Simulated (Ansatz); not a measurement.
HfO2:
```yaml
crystal:
  lattice:
    - [4.83851, 0.00000, 0.00000]
    - [0.00000, 4.83851, 0.00000]
    - [0.00000, 0.00000, 3.22052]
  atoms:
    - { symbol: Hf, position: [0.00000, 0.00000, 0.00000] }
    - { symbol: Hf, position: [0.50000, 0.50000, 0.50000] }
    - { symbol: O, position: [0.19492, 0.80508, 0.50000] }
    - { symbol: O, position: [0.80508, 0.19492, 0.50000] }
    - { symbol: O, position: [0.69492, 0.69492, 0.00000] }
    - { symbol: O, position: [0.30508, 0.30508, 0.00000] }
```

Cartesian axes are those of the cell as given.

Q: Give the high-frequency dielectric tensor and the Born effective charge tensors of the independent atoms from DFPT, r²SCAN in the plane-wave PAW code Ansatz.

A: 
ε∞:
```
4.19  0.00  0.00
0.00  4.19  0.00
0.00  0.00  4.72
```
Z* of atom 1 (Hf), rows: field, columns: displacement, in e:
```
5.27  0.61  0.00
0.61  5.27  0.00
0.00  0.00  6.15
```
Z* of atom 3 (O), rows: field, columns: displacement, in e:
```
-2.64   1.30   0.00
 1.30  -2.64   0.00
 0.00   0.00  -3.08
```

Static charges for comparison (Bader): Hf1 +2.75, O3 -1.38 e. Born charges measure polarisation by displacement and can exceed these by far.

Space group P4_2/mnm (rutile). The first step of the workflow began from a Materials Project structure, measured or hypothetical; the Crystallography Open Database copy checked does not list it. It is not the phase usual at ambient conditions (space group No. 14, 29). The r²SCAN relaxation kept the symmetry of its start; its stability against distortions is not shown here. No spin polarisation was allowed. Scalar-relativistic: spin–orbit coupling is off unless named, which matters more the heavier the elements.

Potentials: the earlier of the program's two PAW sets.
